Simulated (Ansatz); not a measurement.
**Structures of AlP$_{2}$: which is lowest?**

Plane-wave DFT in Ansatz with scalar-relativistic PAW potentials, cutoff 420 eV, Γ-centred meshes chosen by cell and gap, Gaussian smearing with energies taken to zero width. Every cell was relaxed (cell and atoms) in a run of its own, within the symmetry of its start. Functional: PBE.

Relaxed structures (starts from databases or built by putting these elements on another compound's sites):
A. Fddd, 6 atoms in the computed cell, a = 4.879 Å, b = 8.748 Å, c = 9.245 Å; sites (symmetry × multiplicity) Al 222 × 8, P ..2 × 16; start: built
B. P6_3mc, 6 atoms in the computed cell, a = 3.396 Å, c = 9.626 Å; sites (symmetry × multiplicity) Al 3m. × 2, P 3m. × 2 + 3m. × 2; start: built
C. I4/mmm, 3 atoms in the computed cell, a = 3.302 Å, c = 10.476 Å; sites (symmetry × multiplicity) Al 4/mmm × 2, P 4mm × 4; start: built

**Question.** Rank them by energy. Could pressure change the order?

**Answer.**
| structure | group | E − E(lowest) (meV/atom) | V (Å³/atom) | gap on mesh (eV) |
| --- | --- | --- | --- | --- |
| C | I4/mmm | 0.0 | 19.04 | 0.00 |
| B | P6_3mc | 3.8 | 16.02 | 0.00 |
| A | Fddd | 75 | 16.44 | 0.00 |

C and B are level within the 5 meV/atom that separate runs leave open. A is denser by 2.60 Å³/atom, so pressure favours it: ΔE/ΔV, with ΔE in eV and 1 eV/Å³ = 160.2 GPa, gives about 4.6 GPa for equal enthalpy if both cells were rigid, a rough figure since the two compress differently. Without a dispersion term the weakly bound lowest cell is too large, so ΔV and this pressure are artefacts in part: a slight pressure closes the gap between layers first. Other structures may lie lower than all of these, and vibrations aren't counted.